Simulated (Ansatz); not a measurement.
LuBi (zincblende structure)

The computed numbers are results of PBEsol, scalar-relativistic (no spin polarisation) in the plane-wave PAW code Ansatz at 420 eV, 8×8×8 k-mesh, Gaussian smearing of 0.05 eV; PAW files: Ansatz's generated set soft_2.

```yaml
crystal:
  lattice:
    - [0.00000, 3.43661, 3.43661]
    - [3.43661, 0.00000, 3.43661]
    - [3.43661, 3.43661, 0.00000]
  atoms:
    - { symbol: Lu, position: [0.00000, 0.00000, 0.00000] }
    - { symbol: Bi, position: [0.25000, 0.25000, 0.25000] }
```

This is a trial structure: such lanthanide and actinide compounds mostly take the rock-salt structure.

Question: Which orbitals make up the states within about 0.6 eV of each band edge?

Answer: Valence edge: Bi 6p 68 %, Lu 5d 30 %. Conduction edge: Lu 5d 93 %. Shares are among the projected shells; the gap is 1.42 eV.

Density of states (tetrahedra, averaged over 0.4 eV; states/eV per cell of 2 atoms; energy in eV from the Fermi level):

| E (eV) | DOS |
| --- | --- |
| -5.65 | 30.0 |
| -5.25 | 5.0 |
| -4.85 | 0.0 |
| -4.45 | 0.0 |
| -4.05 | 0.0 |
| -3.65 | 0.0 |
| -3.25 | 0.0 |
| -2.85 | 2.3 |
| -2.45 | 2.2 |
| -2.05 | 0.3 |
| -1.65 | 1.7 |
| -1.25 | 2.4 |
| -0.85 | 6.0 |
| -0.45 | 0.0 |
| -0.05 | 0.0 |
| 0.35 | 0.0 |
| 0.75 | 0.3 |
| 1.15 | 1.5 |
| 1.55 | 1.5 |
| 1.95 | 2.2 |
| 2.35 | 5.2 |
| 2.75 | 4.1 |
| 3.15 | 0.9 |
| 3.55 | 3.5 |
| 3.95 | 4.1 |
| 4.35 | 1.6 |
| 4.75 | 1.6 |
| 5.15 | 1.3 |
| 5.55 | 0.9 |
| 5.95 | 0.8 |

Formal charges Lu³⁺, Bi³⁻ balance and leave closed shells on every ion, so a band insulator is expected, and the gap is 1.42 eV.

Spin–orbit coupling, left out here, shifts 6p levels by as much as this gap and could close it. The valence edge mixes anion p with metal states, so the bond is partly covalent and the gap isn't a plain transfer from Bi to Lu.

Semilocal functionals underestimate band gaps, commonly by a third or more. Spin–orbit coupling, which matters for such heavy elements, is left out.
